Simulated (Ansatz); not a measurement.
# A run on GaN with an N vacancy

```yaml
crystal:
  lattice:
    - [6.36, 0.0, 0.0]
    - [-3.18, 5.507921568, 0.0]
    - [0.0, 0.0, 10.332]
  atoms:
    - { symbol: Ga, position: [0.1666666666, 0.3333333334, 0.0], spin: 0.5 }
    - { symbol: Ga, position: [0.1666666666, 0.3333333334, 0.5] }
    - { symbol: Ga, position: [0.1666666666, 0.8333333334, 0.0] }
    - { symbol: Ga, position: [0.1666666666, 0.8333333334, 0.5] }
    - { symbol: Ga, position: [0.6666666666, 0.3333333334, 0.0] }
    - { symbol: Ga, position: [0.6666666666, 0.3333333334, 0.5] }
    - { symbol: Ga, position: [0.6666666666, 0.8333333334, 0.0] }
    - { symbol: Ga, position: [0.6666666666, 0.8333333334, 0.5] }
    - { symbol: Ga, position: [0.3333333334, 0.1666666666, 0.25], spin: 0.5 }
    - { symbol: Ga, position: [0.3333333334, 0.1666666666, 0.75] }
    - { symbol: Ga, position: [0.3333333334, 0.6666666666, 0.25], spin: 0.5 }
    - { symbol: Ga, position: [0.3333333334, 0.6666666666, 0.75] }
    - { symbol: Ga, position: [0.8333333334, 0.1666666666, 0.25], spin: 0.5 }
    - { symbol: Ga, position: [0.8333333334, 0.1666666666, 0.75] }
    - { symbol: Ga, position: [0.8333333334, 0.6666666666, 0.25] }
    - { symbol: Ga, position: [0.8333333334, 0.6666666666, 0.75] }
    - { symbol: "N", position: [0.1666666666, 0.3333333334, 0.6875] }
    - { symbol: "N", position: [0.1666666666, 0.8333333334, 0.1875] }
    - { symbol: "N", position: [0.1666666666, 0.8333333334, 0.6875] }
    - { symbol: "N", position: [0.6666666666, 0.3333333334, 0.1875] }
    - { symbol: "N", position: [0.6666666666, 0.3333333334, 0.6875] }
    - { symbol: "N", position: [0.6666666666, 0.8333333334, 0.1875] }
    - { symbol: "N", position: [0.6666666666, 0.8333333334, 0.6875] }
    - { symbol: "N", position: [0.3333333334, 0.1666666666, 0.4375] }
    - { symbol: "N", position: [0.3333333334, 0.1666666666, 0.9375] }
    - { symbol: "N", position: [0.3333333334, 0.6666666666, 0.4375] }
    - { symbol: "N", position: [0.3333333334, 0.6666666666, 0.9375] }
    - { symbol: "N", position: [0.8333333334, 0.1666666666, 0.4375] }
    - { symbol: "N", position: [0.8333333334, 0.1666666666, 0.9375] }
    - { symbol: "N", position: [0.8333333334, 0.6666666666, 0.4375] }
    - { symbol: "N", position: [0.8333333334, 0.6666666666, 0.9375] }
magnetization:
  spin_polarized: true
total_charge: 2
kpoints:
  mp_grid: { grid: [4, 4, 2] }
scf:
  occupations: { method: fermi_dirac, width: 0.01 }
  max_iter: 100
hamiltonian:
  xc: pbe
  pseudopotentials: { kind: paw }
output:
  forces: true
  stress: true
  populations: true
  efg:
    quadrupole_moments_barn: { Ga: 0.107, "N": 0.02044 }
    contact_densities: true
ecutwfc: 400
```

```sh
ansatz run input.yaml --threads 4 --pin off --max-ram 8192MiB --backend cpu --events-out ev --progress --plain --runs-dir out
```

Q: What happens when this input is run?

A: The program refused the input. The input holds a keyword of another program. The program says:

```
Error: YAML parse error: error: line 56 column 1: unknown field `ecutwfc`, expected one of crystal, accuracy, basis, kpoints, hamiltonian, magnetization, projection, total_charge, correlation, batch, efield, external_charges, scf, relax, neb, saddle, md, ramp, phonons, dielectric, real_time, elastic, magnetic_configurations, gw, evaluate, workflow, output, checkpoint, execution
  --> <input>:56:1
   |
54 |     quadrupole_moments_barn: { Ga: 0.107, "N": 0.02044 }
55 |     contact_densities: true
56 | ecutwfc: 400
   | ^ unknown field `ecutwfc`, expected one of crystal, accuracy, basis, kpoints, hamiltonian, magnetization, projection, total_charge, correlation, batch, efield, external_charges, scf, relax, neb, saddle, md, ramp, phonons, dielectric, real_time, elastic, magnetic_configurations, gw, evaluate, workflow, output, checkpoint, execution
```

Against a sound input the change was `ecutwfc`: not typed → 400; `scf.max_iter`: not typed → 100.

With the sound settings the run converges and gives V_zz (10²¹ V/m²) Ga1 14.00 (η 0.00), Ga2 -0.69 (η 0.00), Ga3 -0.36 (η 0.63), Ga4 -0.81 (η 0.57), Ga9 12.93 (η 0.13), Ga10 0.30 (η 0.90), among others; a site carries the number of its first atom in the input. The defect repeats with the cell of 31 atoms, so it feels its images: sites between two images don't show the values beside a lone defect, and zeros or small values of η there can come from the images' arrangement. Ga and N carry a gradient in the pure host already, so the values there aren't the defect's effect alone. A uniform background compensates the cell's charge. The defect cell has no gap above 0.1 eV on its mesh, so the values can hang on the smearing and the k-mesh. The cell keeps the host's lattice, where the PBE pressure is 9 GPa (in a charged cell this depends on the convention for the mean potential). The neighbours have not yet relaxed around the defect (largest force 0.69 eV/Å), so a real crystal will differ.
